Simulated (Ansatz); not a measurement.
Sn4S: start and end of a relaxation

The guess for Sn4S was made by a generator: random cell by space group and Wyckoff sites (P4/mmm, No. 123). Its size is a rough estimate.

start.cif

```cif
data_structure
_symmetry_space_group_name_H-M 'P 1'
_symmetry_Int_Tables_number 1
_cell_length_a 4.1192
_cell_length_b 4.1192
_cell_length_c 8.9627
_cell_angle_alpha 90.000
_cell_angle_beta 90.000
_cell_angle_gamma 90.000
_cell_volume 152.08
loop_
_atom_site_label
_atom_site_type_symbol
_atom_site_fract_x
_atom_site_fract_y
_atom_site_fract_z
_atom_site_occupancy
Sn1 Sn 0.00000 0.50000 0.31621 1
Sn2 Sn 0.50000 0.00000 0.31621 1
Sn3 Sn 0.00000 0.50000 0.68379 1
Sn4 Sn 0.50000 0.00000 0.68379 1
S1 S 0.00000 0.00000 0.00000 1
```

Computed with DFT PBE, scalar-relativistic, plane waves, PAW (Ansatz). Cutoff 420 eV, Gaussian smearing, Γ-centred meshes. Cell and atoms relax first on a coarse mesh and then on a finer one. In between, the cell is made exact in the group found at 0.06 Å. In metals the finer mesh still leaves noise of several meV/atom or more. The steps can't lower the symmetry of their start. No spin polarisation.

end.cif

```cif
data_structure
_symmetry_space_group_name_H-M 'P 1'
_symmetry_Int_Tables_number 1
_cell_length_a 4.3477
_cell_length_b 4.3477
_cell_length_c 7.6047
_cell_angle_alpha 90.000
_cell_angle_beta 90.000
_cell_angle_gamma 90.000
_cell_volume 143.75
loop_
_atom_site_label
_atom_site_type_symbol
_atom_site_fract_x
_atom_site_fract_y
_atom_site_fract_z
_atom_site_occupancy
Sn1 Sn 0.00000 0.50000 0.28943 1
Sn2 Sn 0.50000 0.00000 0.28943 1
Sn3 Sn 0.00000 0.50000 0.71057 1
Sn4 Sn 0.50000 0.00000 0.71057 1
S1 S 0.00000 0.00000 0.00000 1
```

The symmetry stays P4/mmm (No. 123). The volume per atom shrinks by 5.5 %, from 30.4 to 28.7 Å³. The shortest distance goes from 2.91 Å (Sn–Sn) to 3.07 Å (Sn–Sn). The ratio c/a of the conventional cell changes by a factor of 0.80. The energy falls by about 0.22 eV/atom (the start's value is from the coarse mesh).

```yaml
Volume_per_atom: 28.75 Å³
Density: 5.86 g/cm³
Formation_energy: +0.14 eV/atom
Gap_on_the_10×10×6_mesh_of_the_5-atom_cell: 0 eV (a metal)
```

The zero of energy is the elements' standard structures at the same level; no fitted shifts are applied. The references include grey tin. The separate elements lie lower, so it is unstable against them.

The last run used Gaussian smearing of 0.10 eV. The reference form of S is held partly by dispersion forces, which this level lacks. A structure relaxed within its symmetry needn't be a true minimum. In all, the 5 runs took 4.4 min on 1 thread of Arm Neoverse V1 (shared host).
